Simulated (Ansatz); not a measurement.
**LiNbO₃: computed property card**

LiNbO$_{3}$:
```yaml
crystal:
  lattice:
    - [2.56673, 1.48190, 4.61349]
    - [-2.56673, 1.48190, 4.61349]
    - [0.00000, -2.96380, 4.61349]
  atoms:
    - { symbol: Li, position: [0.71940, 0.71940, 0.71940] }
    - { symbol: Li, position: [0.21940, 0.21940, 0.21940] }
    - { symbol: Nb, position: [0.00068, 0.00068, 0.00068] }
    - { symbol: Nb, position: [0.50068, 0.50068, 0.50068] }
    - { symbol: O, position: [0.64267, 0.88996, 0.28018] }
    - { symbol: O, position: [0.88996, 0.28018, 0.64267] }
    - { symbol: O, position: [0.28018, 0.64267, 0.88996] }
    - { symbol: O, position: [0.14267, 0.78018, 0.38996] }
    - { symbol: O, position: [0.38996, 0.14267, 0.78018] }
    - { symbol: O, position: [0.78018, 0.38996, 0.14267] }
```

Space group R3c (No. 161); conventional cell a = 5.133 Å, b = 5.133 Å, c = 13.840 Å, α = 90.00°, β = 90.00°, γ = 120.00°.

Method: the program Ansatz at the HSE06 level (PAW). The cell and atoms are relaxed at this level. Other levels are named where they apply.

### Cell and energy

Volume per atom: 10.53 Å³
Density: 4.66 g/cm³

### Electronic structure

- Band gap = 5.13 eV (indirect)
- Valence-band maximum = on the Γ–T line, 25 % of the way from Γ
- Conduction-band minimum = on the S2–F line, 13 % of the way from S2 (k = 0.000, 0.385, -0.385 in fractions of the reciprocal vectors) (6 equivalent valleys)
- Smallest direct gap on the standard path = 5.17 eV
- Gap with spin–orbit coupling = 5.08 eV (at the special points and the edges found without it)

### Mechanics

* **Bulk modulus (Birch–Murnaghan fit)**: 110 GPa
* **Pressure derivative B′**: 6.3

### Charges

* **Bader charges**: Li +0.91, Nb +2.94, O -1.28 e

The HSE06 relaxation kept the symmetry of its start. No spin polarisation was allowed. The hybrid was solved on a coarse mesh, the path and, where they were found, the r²SCAN edge points; its band edges are the extreme levels among these. Scalar-relativistic: spin–orbit coupling is off unless named, which matters more the heavier the elements.

Potentials: the later of the program's two PAW sets.
